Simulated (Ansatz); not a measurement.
TaAs:
```
CELL_PARAMETERS angstrom
      3.19936     0.00000     0.00000
      0.00000     3.19936     0.00000
      0.00000     0.00000     3.19936
ATOMIC_POSITIONS crystal
  Ta 0.00000 0.00000 0.00000
  As 0.50000 0.50000 0.50000
```

Relaxed with r²SCAN. Special points in fractions of this cell's reciprocal vectors: Γ (0.000, 0.000, 0.000); X (0.000, 0.500, 0.000); M (0.500, 0.500, 0.000); R (0.500, 0.500, 0.500).

Q: List the band energies nearest the Fermi level at these points for the program Ansatz at the r²SCAN with spin–orbit coupling level (PAW).

A: In eV from the Fermi level; about four levels below and three above (degenerate sets whole), none deeper than 8.9 eV; points with the same levels are listed once.

```tsv
k	below	above
Γ	-3.23 -3.23 -3.23 -3.23 -0.54 -0.54	0.20 0.20 0.20 0.20
X	-2.37 -2.37 -2.12 -2.12	2.80 2.80 3.92 3.92
M	-5.04 -5.04 -3.36 -3.36	0.15 0.15 0.36 0.36
R	-6.72 -6.72 -6.72 -6.72	1.97 1.97 3.56 3.56 3.56 3.56
```

Space group Pm-3m (CsCl type). A made-up cell: these elements were put on the sites of a structure type; neither database checked (COD, Materials Project) lists it. It is not the phase usual at ambient conditions (space group No. 109). The cell was relaxed with r²SCAN under the symmetry of its start; its stability against distortions is not shown here. No spin polarisation was allowed.

Potentials: the later of the program's two PAW sets.
